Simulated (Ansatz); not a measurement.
Relaxed-ion elastic tensor of NiGe (CsCl type, Pm-3m) in GPa (Voigt order), r²SCAN in the plane-wave PAW code Ansatz; density 8.61 g/cm³, 12.66 Å³ per atom.

|  | 1 | 2 | 3 | 4 | 5 | 6 |
|---|---|---|---|---|---|---|
| 1 | 172 | 141 | 141 | 0.0 | 0.0 | 0.0 |
| 2 | 141 | 172 | 141 | 0.0 | 0.0 | 0.0 |
| 3 | 141 | 141 | 172 | 0.0 | 0.0 | 0.0 |
| 4 | 0.0 | 0.0 | 0.0 | 9.1 | 0.0 | 0.0 |
| 5 | 0.0 | 0.0 | 0.0 | 0.0 | 9.1 | 0.0 |
| 6 | 0.0 | 0.0 | 0.0 | 0.0 | 0.0 | 9.1 |

Task: Is the crystal mechanically stable?

Result: Yes: the smallest eigenvalue of C is 9.1 GPa.

Task: Work out the Voigt, Reuss and Hill averages.

Result: K_V = 151, K_R = 151, K_H = 151; G_V = 11.6, G_R = 10.9, G_H = 11.3 GPa.

Task: Give Young's modulus, Poisson's ratio, Pugh's ratio and the universal anisotropy index.

Result: E = 9KG/(3K + G) = 32.9 GPa; ν = 0.46; K/G = 13.44 (ductile by the Pugh limit of 1.75); A_U = 5G_V/G_R + K_V/K_R − 6 = 0.33.

Task: Estimate the sound speeds and the Debye temperature.

Result: v_l = √((K + 4G/3)/ρ) = 4390 m/s, v_t = √(G/ρ) = 1140 m/s, mean 1300 m/s; Θ = (h/k)(3n/4πV)^(1/3) v_m = 167 K.

Task: Give the Zener ratio and Young's modulus along [100], [110] and [111].

Result: A = 2C44/(C11 − C12) = 0.60; 1/E = S11 − 2(S11 − S12 − S44/2)Γ with Γ = 0, 1/4, 1/3 gives 44.4, 29.8, 26.9 GPa.

A made-up cell: these elements were put on the sites of a structure type; neither database checked (COD, Materials Project) lists it. COD files the formula under space group No. 62, so this cell is another polymorph or a model. Whether it is the stable phase at ambient conditions was not checked. Symmetry was held in the r²SCAN relaxation; its stability against distortions is not shown here. The workflow began spin-polarised and lost its moments. As this level gives no gap, shear constants depend on the k-mesh and smearing (Fermi–Dirac, 0.1 eV here).

Potentials: the earlier of the program's two PAW sets.
